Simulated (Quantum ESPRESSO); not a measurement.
pw.x input (Quantum ESPRESSO 7.5; LDA, PseudoDojo standard norm-conserving files, scalar-relativistic):

```
&CONTROL
  calculation = 'scf'
  pseudo_dir = './pseudo'
  outdir = './out'
  tprnfor = .true.
  tstress = .true.
/
&SYSTEM
  ibrav = 0
  nat = 5
  ntyp = 3
  ecutwfc = 84.0
  ecutrho = 336.0
  occupations = 'smearing'
  smearing = 'fd'
  degauss = 0.002
  nbnd = 25
/
&ELECTRONS
  conv_thr = 5e-10
/
ATOMIC_SPECIES
O 15.9990 O.upf
Sn 118.7100 Sn.upf
Ba 137.3270 Ba.upf
CELL_PARAMETERS angstrom
  4.143470000000   0.000000000000   0.000000000000
  0.000000000000   4.143470000000   0.000000000000
  0.000000000000   0.000000000000   4.143470000000
ATOMIC_POSITIONS crystal
O   0.000000000000   0.500000000000   0.000000000000
O   0.500000000000   0.000000000000   0.000000000000
O   0.000000000000   0.000000000000   0.500000000000
Sn   0.000000000000   0.000000000000   0.000000000000
Ba   0.500000000000   0.500000000000   0.500000000000
K_POINTS automatic
6 6 6 0 0 0
```

End of the output:

```
     total energy              =    -312.72685446 Ry
     estimated scf accuracy    <       0.00000066 Ry
     total energy              =    -312.72685460 Ry
     estimated scf accuracy    <          5.9E-09 Ry
     total energy              =    -312.72685462 Ry
     estimated scf accuracy    <          3.5E-09 Ry
[...]
     the Fermi energy is    10.0777 ev
!    total energy              =    -312.72685462 Ry
     estimated scf accuracy    <          3.8E-10 Ry
     smearing contrib. (-TS)   =      -0.00000005 Ry
     internal energy E=F+TS    =    -312.72685457 Ry
     The total energy is F=E-TS. E is the sum of the following terms:
     one-electron contribution =     -75.31439859 Ry
     hartree contribution      =      68.36630917 Ry
     xc contribution           =     -81.68077414 Ry
     ewald contribution        =    -224.09799101 Ry
     convergence has been achieved in  11 iterations
     Forces acting on atoms (cartesian axes, Ry/au):
     atom    1 type  1   force =     0.00000000    0.00000000    0.00000000
     atom    2 type  1   force =     0.00000000    0.00000000    0.00000000
     atom    3 type  1   force =     0.00000000    0.00000000    0.00000000
     atom    4 type  2   force =     0.00000000    0.00000000    0.00000000
     atom    5 type  3   force =     0.00000000    0.00000000    0.00000000
     Total force =     0.000000     Total SCF correction =     0.000000
     Computing stress (Cartesian axis) and pressure
          total   stress  (Ry/bohr**3)                   (kbar)     P=      -64.01
  -0.00043515   0.00000000   0.00000000          -64.01        0.00        0.00
   0.00000000  -0.00043515   0.00000000            0.00      -64.01        0.00
   0.00000000   0.00000000  -0.00043515            0.00        0.00      -64.01
```
In a gapped system the printed Fermi energy is only some level inside the gap.

Spin-orbit coupling is not included.

Geometry of the Materials Project entry, not relaxed at this level.
